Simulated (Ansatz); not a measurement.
BiRhS:
```cif
data_Bi4Rh4S4
_chemical_formula_sum 'Bi4 Rh4 S4'
_space_group_name_H-M_alt 'P 1'
_space_group_IT_number 1
_cell_length_a 6.18264
_cell_length_b 6.18264
_cell_length_c 6.18264
_cell_angle_alpha 90.000
_cell_angle_beta 90.000
_cell_angle_gamma 90.000
loop_
_space_group_symop_operation_xyz
  'x, y, z'
loop_
_atom_site_label
_atom_site_type_symbol
_atom_site_fract_x
_atom_site_fract_y
_atom_site_fract_z
_atom_site_occupancy
Bi1 Bi 0.12774 0.62774 0.87226 1
Bi2 Bi 0.37226 0.37226 0.37226 1
Bi3 Bi 0.62774 0.87226 0.12774 1
Bi4 Bi 0.87226 0.12774 0.62774 1
Rh1 Rh 0.47951 0.97951 0.52049 1
Rh2 Rh 0.02049 0.02049 0.02049 1
Rh3 Rh 0.97951 0.52049 0.47951 1
Rh4 Rh 0.52049 0.47951 0.97951 1
S1 S 0.88151 0.38151 0.11849 1
S2 S 0.61849 0.61849 0.61849 1
S3 S 0.38151 0.11849 0.88151 1
S4 S 0.11849 0.88151 0.38151 1
```

Relaxed with r²SCAN. Independent-particle spectrum: no excitons, no local fields, no scissors shift; 0.1 eV broadening; ε₁ of the summed bands alone.

Problem. Tabulate the dielectric function from DFT-r²SCAN in the program Ansatz with PAW potentials.

Solution. 

```csv
E (eV),ε₁ xx,ε₂ xx
0.0,24.34,0.00
0.4,25.45,0.00
0.8,31.03,0.12
1.2,38.98,11.45
1.6,12.16,30.02
2.0,5.53,24.83
2.4,7.47,18.38
2.8,7.12,16.79
3.2,1.20,16.34
3.6,3.97,14.40
4.0,2.12,12.98
4.4,0.12,17.00
4.8,-2.96,11.47
5.2,-5.27,9.93
5.6,-3.38,6.20
6.0,-2.60,5.30
6.4,-1.02,4.48
6.8,-0.03,4.64
7.2,0.62,5.46
7.6,-0.76,5.93
8.0,-1.22,5.00
8.4,-0.77,4.91
8.8,-1.31,4.70
9.2,-1.83,4.16
9.6,-1.70,3.40
10.0,-1.22,2.97
10.4,-0.80,2.78
10.8,-0.91,2.85
11.2,-0.77,3.00
11.6,-0.95,3.03
12.0,-0.89,2.80
```

Problem. From ε at 1.2 eV (xx: 38.98 + 11.45i), find n, k, the normal reflectivity and the absorption coefficient.

Solution. n = 6.31, k = 0.907, R = 53 %, α = 2kE/ħc = 110000 cm⁻¹.

With all bands, ε∞ without local fields is 24.5.

Space group P2_13. The first step of the workflow began from a Materials Project structure, measured or hypothetical; the Crystallography Open Database copy checked does not list it. Whether it is the stable phase at ambient conditions was not checked. Symmetry was held in the r²SCAN relaxation; its stability against distortions is not shown here. The run is not spin-polarised. Scalar-relativistic: spin–orbit coupling is off unless named, which matters more the heavier the elements.

Potentials: the later of the program's two PAW sets.
